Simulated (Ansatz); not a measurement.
In the program Ansatz at the PBEsol level (PAW), AgW in the CsCl type structure (Pm-3m) relaxes to a = 3.176 Å. Its formation energy from the elements is 1.14 eV/atom, with no fitted shifts.

Electronic character: metallic (no gap). Gap from PBEsol with spin–orbit coupling: none (metallic).

An equation-of-state fit gives a bulk modulus of 2250 kbar. The relaxed-ion elastic constants in GPa are C11 = 78.6, C12 = 298, C44 = 146. The highest mode at Γ lies at 159 cm^-1.

The start of the workflow was typed in or built on a structure type; neither database checked (COD, Materials Project) lists it. Its standing as an ambient phase is unchecked. The cell was relaxed with PBEsol under the symmetry of its start. At this level the phase is mechanically unstable. The run is not spin-polarised. Its formation energy is positive at this level, so the cell may be metastable or incomplete. As this level gives no gap, shear constants depend on the k-mesh and smearing (Fermi–Dirac, 0.1 eV here). As this level gives no gap, phonon frequencies hold no LO–TO term and depend on the k-mesh and smearing (Fermi–Dirac, 0.1 eV here). The references are the lowest solids computed at this level, not always the standard phases. Spin–orbit coupling is left out wherever it is not named.

Potentials: the later of the program's two PAW sets.
